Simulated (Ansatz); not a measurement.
NiGe:
```cif
data_Ge4Ni4
_chemical_formula_sum 'Ni4 Ge4'
_space_group_name_H-M_alt 'Pnma'
_space_group_IT_number 62
_space_group_name_Hall '-P 2ac 2n'
_cell_length_a 5.27472
_cell_length_b 3.46830
_cell_length_c 5.81462
_cell_angle_alpha 90.000
_cell_angle_beta 90.000
_cell_angle_gamma 90.000
loop_
_atom_site_label
_atom_site_type_symbol
_atom_site_symmetry_multiplicity
_atom_site_Wyckoff_symbol
_atom_site_fract_x
_atom_site_fract_y
_atom_site_fract_z
_atom_site_occupancy
Ni1 Ni 4 c 0.00511 0.25000 0.80628 1
Ge1 Ge 4 c 0.19103 0.25000 0.41329 1
```

Relaxed with r²SCAN.

Q: Which orbitals make up the states near the Fermi level in plane-wave PAW r²SCAN (Ansatz code)?

A: Within 0.5 eV of the Fermi level: Ni 3d 53 %, Ge 4p 33 %, Ge 4s 10 %. Projections are on Löwdin-orthogonalised atomic valence shells; empty p or d shells of many metals are not among them.

Q: Tabulate the density of states.

A: States/eV per cell of 8 atoms, in 0.25 eV bins, energy from the Fermi level.

```
E (eV)  total  Ni 3d  Ge 4p  Ge 4s
------  -----  -----  -----  -----
-7.85    0.00   0.00   0.00   0.00
-7.60    0.00   0.00   0.00   0.00
-7.35    0.00   0.00   0.00   0.00
-7.10    0.00   0.00   0.00   0.00
-6.85    0.00   0.00   0.00   0.00
-6.60    0.57   0.09   0.37   0.03
-6.35    1.97   0.36   1.24   0.12
-6.10    3.23   0.66   1.91   0.23
-5.85    3.07   0.65   1.84   0.21
-5.60    3.62   0.92   2.11   0.25
-5.35    3.19   0.94   1.71   0.25
-5.10    3.29   1.15   1.61   0.25
-4.85    3.94   1.60   1.75   0.27
-4.60    3.48   1.55   1.48   0.21
-4.35    3.30   1.59   1.34   0.17
-4.10    4.29   2.32   1.58   0.15
-3.85    7.49   4.58   2.40   0.15
-3.60    9.88   6.98   2.44   0.11
-3.35   13.74  10.86   2.32   0.15
-3.10   14.92  12.20   2.25   0.12
-2.85   13.74  11.22   2.02   0.15
-2.60   16.60  14.39   1.69   0.10
-2.35   14.98  13.45   1.16   0.07
-2.10   17.25  16.03   0.81   0.07
-1.85   17.24  16.22   0.63   0.10
-1.60    9.73   8.44   0.90   0.17
-1.35    7.44   5.44   1.47   0.26
-1.10    4.88   2.93   1.51   0.20
-0.85    2.70   1.57   0.86   0.13
-0.60    2.91   1.98   0.68   0.15
-0.35    2.39   1.46   0.65   0.19
-0.10    2.37   1.29   0.76   0.22
0.15     2.51   1.26   0.87   0.27
0.40     2.74   1.26   1.02   0.31
0.65     3.19   1.30   1.35   0.35
0.90     3.15   1.20   1.36   0.38
1.15     2.76   0.98   1.22   0.36
1.40     3.17   1.05   1.46   0.43
1.65     3.30   0.98   1.64   0.41
1.90     2.77   0.76   1.47   0.33
2.15     2.76   0.70   1.48   0.29
2.40     3.00   0.72   1.62   0.33
2.65     2.49   0.55   1.38   0.25
2.90     2.49   0.49   1.43   0.23
3.15     3.04   0.55   1.79   0.25
3.40     3.11   0.52   1.91   0.21
3.65     2.87   0.43   1.81   0.19
3.90     2.81   0.38   1.78   0.18
4.15     3.11   0.39   1.99   0.19
4.40     2.79   0.31   1.78   0.15
4.65     3.02   0.32   1.94   0.14
```

Symmetry was held in the r²SCAN relaxation. The workflow began spin-polarised and lost its moments. Spin–orbit coupling is left out wherever it is not named.

Potentials: the later of the program's two PAW sets.
